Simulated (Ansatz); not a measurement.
An ordered 4-atom cell of Ba2TeS on the rocksalt lattice (P4/mmm), relaxed with r2SCAN: 9 runs in the plane-wave code Ansatz, each a construction of maximally localised Wannier functions. Space group P4/mmm (No. 123), tetragonal; a = 4.793 Å, c = 6.784 Å in the conventional setting, 38.96 Å³ an atom. S is surrounded by 6 Ba at 3.39 Å; Ba is surrounded by 4 Te at 3.39 Å and 2 S at 3.39 Å; Te is surrounded by 6 Ba at 3.39 Å; Ba is surrounded by 4 S at 3.39 Å and 2 Te at 3.39 Å. No spin polarisation. The prototype was imposed, so other structures may be more stable.

```xyz
4
Lattice="4.7927 0.0000 0.0000 0.0000 4.7927 0.0000 0.0000 0.0000 6.7840" Properties=species:S:1:pos:R:3 pbc="T T T"
S     0.0000    0.0000    0.0000
Ba    0.0000    0.0000    3.3920
Te    2.3963    2.3963    3.3920
Ba    2.3963    2.3963    0.0000
```

Windows count from the top of the filled bands; a dash means that no such window was set (without an outer window there is no disentanglement). Rows marked drawn have settings drawn at random (some not listed).

```
functional  SCF mesh        trial orbitals  functions   mesh  window (eV)  frozen (eV)  settings  Ω total (Å²)  Ω invariant (Å²)  largest spread (Å²)  least projectability  interpolation miss of the model's filled bands (eV, to the nearest computed level)
       PBE     4×4×4  S s, S p, Te s, Te p          8  4×4×4            –            –    chosen         20.33             17.71                 2.90                  0.88                                                                               0.042
       PBE     4×4×4             S p, Te p          6  4×4×4            –            –    chosen         17.72             17.65                 3.43                  0.92                                                                               0.046
    r2SCAN     4×4×4  S s, S p, Te s, Te p          8  4×4×4            –            –    chosen         19.90             17.27                 2.82                  0.87                                                                               0.037
    r2SCAN     4×4×4             S p, Te p          6  4×4×4            –            –    chosen         17.13             17.06                 3.32                  0.92                                                                               0.040
     HSE06     4×4×4  S s, S p, Te s, Te p          8  4×4×4            –            –    chosen         20.41             17.78                 2.85                  0.83                                                                                   –
     HSE06     4×4×4             S p, Te p          6  4×4×4            –            –    chosen         17.06             17.00                 3.31                  0.93                                                                                   –
```

Task: Estimate from these rows what the further settings give.
```csv
functional,SCF mesh,trial orbitals,functions,mesh,window (eV),frozen (eV),settings
PBE,4×4×4,"S p, Te p (plain search)",6,4×4×4,–,–,drawn
PBE,4×4×4,"S s, S p, Te s, Te p",8,6×6×4,–,–,chosen
PBE,4×4×4,"S s, S p, Te s, Te p",8,2×2×2,–,–,chosen
```

Result:
```json
{"functional": "PBE", "SCF mesh": "4×4×4", "trial orbitals": "S p, Te p (plain search)", "functions": "6", "mesh": "4×4×4", "window (eV)": "–", "frozen (eV)": "–", "settings": "drawn", "Ω total (Å²)": "17.72", "Ω invariant (Å²)": "17.65", "largest spread (Å²)": "3.43", "least projectability": "0.92", "interpolation miss of the model's filled bands (eV, to the nearest computed level)": "0.046"}
{"functional": "PBE", "SCF mesh": "4×4×4", "trial orbitals": "S s, S p, Te s, Te p", "functions": "8", "mesh": "6×6×4", "window (eV)": "–", "frozen (eV)": "–", "settings": "chosen", "Ω total (Å²)": "21.02", "Ω invariant (Å²)": "18.36", "largest spread (Å²)": "2.98", "least projectability": "0.88", "interpolation miss of the model's filled bands (eV, to the nearest computed level)": "0.016"}
{"functional": "PBE", "SCF mesh": "4×4×4", "trial orbitals": "S s, S p, Te s, Te p", "functions": "8", "mesh": "2×2×2", "window (eV)": "–", "frozen (eV)": "–", "settings": "chosen", "Ω total (Å²)": "16.32", "Ω invariant (Å²)": "14.11", "largest spread (Å²)": "2.33", "least projectability": "0.88", "interpolation miss of the model's filled bands (eV, to the nearest computed level)": "0.389"}
```

A dash in the last column means that the miss wasn't evaluated.

For S s, S p, Te s, Te p with PBE the spread goes 16.32 Å² (2×2×2), 20.33 Å² (4×4×4), 21.02 Å² (6×6×4): finite differences on a coarse mesh understate it.

No spin-orbit coupling is included; it can move band edges with weight on the heavy atoms by tenths of an eV.
